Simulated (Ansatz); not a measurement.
RhPb:
```
CELL_PARAMETERS angstrom
      3.38191     0.00000     0.00000
      0.00000     3.38191     0.00000
      0.00000     0.00000     3.38191
ATOMIC_POSITIONS crystal
  Pb 0.00000 0.00000 0.00000
  Rh 0.50000 0.50000 0.50000
```

Relaxed with PBE. Special points in fractions of this cell's reciprocal vectors: Γ (0.000, 0.000, 0.000); X (0.000, 0.500, 0.000); M (0.500, 0.500, 0.000); R (0.500, 0.500, 0.500).

Q: List the band energies nearest the Fermi level at these points for PBE (plane waves, PAW; program Ansatz).

A: In eV from the Fermi level; about four levels below and three above (degenerate sets whole), none deeper than 8.9 eV; points with the same levels are listed once.

```json
[
 {"k": "Γ", "below": "-2.76 -2.76 -1.07 -1.07 -1.07", "above": "2.85 2.85 2.85"},
 {"k": "X", "below": "-2.35 -2.35 -1.16 -0.15", "above": "7.72 7.72 8.22"},
 {"k": "M", "below": "-2.52 -1.53 -1.53 -0.45", "above": "0.29 2.74 7.01"},
 {"k": "R", "below": "-4.47 -4.47 -4.47 -0.40 -0.40", "above": "3.70 3.70 3.70"}
]
```

Space group Pm-3m (CsCl type). A made-up cell: these elements were put on the sites of a structure type; neither database checked (COD, Materials Project) lists it. COD files the formula under space group No. 191, so this cell is another polymorph or a model. Its standing as an ambient phase is unchecked. The cell was relaxed with PBE under the symmetry of its start; whether a distortion lowers the energy is not shown. The run is not spin-polarised. Scalar-relativistic: spin–orbit coupling is off unless named, which matters more the heavier the elements.

Potentials: the earlier of the program's two PAW sets.
